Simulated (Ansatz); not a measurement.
### Question
Free-standing sheets of MoAs4Si2, MA2Z4 (prismatic core, outer Z over the empty site)-type layer and VSb2Te4, MnBi2Te4-type layer are relaxed with r²SCAN+D4 in the plane-wave PAW code Ansatz. Aligned at the vacuum level, what band offsets and what type of junction result?

### Answer
MoAs4Si2: VBM -5.02, CBM -4.34 eV; VSb2Te4: VBM -4.23, CBM -3.91 eV. Valence offset 0.80 eV (VSb2Te4 higher), conduction offset 0.44 eV (MoAs4Si2 lower): type III (broken gap).

Mismatch of the primitive lattice constants: 3.587 against 4.224 Å, 15.1 %.

Natural alignment of Kohn–Sham levels: no interface dipole, strain or quasiparticle shift.

Spin orders computed, not proven ground states: VSb2Te4, MnBi2Te4-type layer ferromagnetic. All cells were relaxed under the symmetry of their starts (and spin orders); stability against distortions was not tested throughout. Rows with no word on spin ran without spin polarisation. Scalar-relativistic: spin–orbit coupling is off unless named, which matters more the heavier the elements. Constructed layers (a layer type filled with these elements): MoAs4Si2, MA2Z4 (prismatic core, outer Z over the empty site)-type layer; VSb2Te4, MnBi2Te4-type layer.

Potentials: the later of the program's two PAW sets.
